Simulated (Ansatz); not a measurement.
An elastic tensor (GPa, Voigt order, standard axes) from plane-wave PAW PBEsol (Ansatz code):

```
58.8   8.0   8.0   0.0   0.0   0.0
 8.0  58.8   8.0   0.0   0.0   0.0
 8.0   8.0  58.8   0.0   0.0   0.0
 0.0   0.0   0.0   4.7   0.0   0.0
 0.0   0.0   0.0   0.0   4.7   0.0
 0.0   0.0   0.0   0.0   0.0   4.7
```

Task: Which of these materials gives this?
A) KF, rock salt
B) YPb3, Cu3Au type
C) CsPbCl3, cubic perovskite
D) VRu, CsCl type

Result: C, CsPbCl3, cubic perovskite

Space group Pm-3m (cubic perovskite). This is a known high-temperature phase of the composition, computed here at zero pressure and temperature. The cell was relaxed with PBEsol under the symmetry of its start; of distortions, only those at the zone centre were tested, and some modes there are weakly imaginary. Spin–orbit coupling is left out wherever it is not named.

Potentials: the later of the program's two PAW sets.
